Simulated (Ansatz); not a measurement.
MgS (rock salt)

```xyz
2
Lattice="0.0000 2.6148 2.6148 2.6148 0.0000 2.6148 2.6148 2.6148 0.0000" Properties=species:S:1:pos:R:3 pbc="T T T"
S      0.0000     0.0000     0.0000
Mg     2.6148     2.6148     2.6148
```

Scan: atom 2 (Mg, nearest neighbour S at 2.615 Å; its periodic images, 3.7 Å or more away, move with it) is displaced along Cartesian z, direction (0.000, 0.000, 1.000) in Cartesian axes, by s. The other atoms stay.

The numbers are results of PBE (plane waves to 420 eV, PAW, scalar-relativistic; Ansatz, a program for electronic structure), not measurements. k mesh 9×9×9 (Γ-centred), Fermi-Dirac smearing 0.05 eV. Energies are smeared free energies. Left out: 2 of 11 points, with atoms too close for the PAW data. MgS was relaxed with its symmetry unable to fall. The PAW data are Ansatz's earlier set. ΔE is measured from the undisplaced structure.

Q: What ΔE (eV/cell) does the calculation give at s (Å) = -0.468, -0.312, -0.156, 0.312, 0.468, 0.624?

A: 
| s (Å) | ΔE (eV/cell) |
|---|---|
| -0.468 | 0.488 |
| -0.312 | 0.164 |
| -0.156 | 0.033 |
| 0.312 | 0.164 |
| 0.468 | 0.488 |
| 0.624 | 1.188 |

(For displaced atoms, the force is minus the slope of the energy, and its curvature is a force constant, which sets phonon frequencies.)
